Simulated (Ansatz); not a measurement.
The elements of this relaxed trial crystal are hidden behind letters.

```
lattice vectors (Å)
  -1.5587    1.5587    7.6837
   1.5587   -1.5587    7.6837
   1.5587    1.5587   -7.6837
fractional positions
X 0.0000 0.0000 0.0000
Z 0.3152 0.3152 0.0000
Z 0.6848 0.6848 0.0000
Q 0.1717 0.1717 0.0000
Q 0.8283 0.8283 0.0000
```

All numbers below come from DFT PBE, scalar-relativistic, plane waves, PAW in Ansatz. Plane waves to 420 eV, a 16×16×16 mesh through Γ for the 5-atom cell and 0.10 eV Gaussian smearing; no spin polarisation.

* Space group: I4/mmm (No. 139)
* Conventional cell: a = 3.117 Å, c = 15.367 Å
* Volume per atom: 14.93 Å³
* Density: 7.84 g/cm³
* Energy over the elements: −0.81 eV/atom
* Gap on the 16×16×16 mesh of the 5-atom cell: 0 eV (a metal)

Energies are uncorrected and count from the elements' standard states at the same level.

Problem. X is a lanthanide, Z is a d-block element of period 5 and Q is a p-block element of period 2. Which elements are they?

Solution. X = La, Z = Nb, Q = N, so the formula is LaNb2N2. Density times volume gives a mean mass of 7.84 × 14.93/1.6605 = 70.5 u per atom, and this set has 70.5 u. Around La lie 2 N at 2.64 Å, 4 La at 3.12 Å and 8 Nb at 3.60 Å; around Nb lie 5 N at 2.21 Å, 8 Nb at 2.98–3.12 Å and 4 La at 3.60 Å; N is surrounded by 5 Nb at 2.21 Å and 1 La at 2.64 Å. Other sets within the hints have nearly the same mass, so mass alone doesn't settle it; this one was computed.

The cell is a metal run without spin; a magnetic state may lie lower. A structure relaxed within its symmetry needn't be a true minimum.
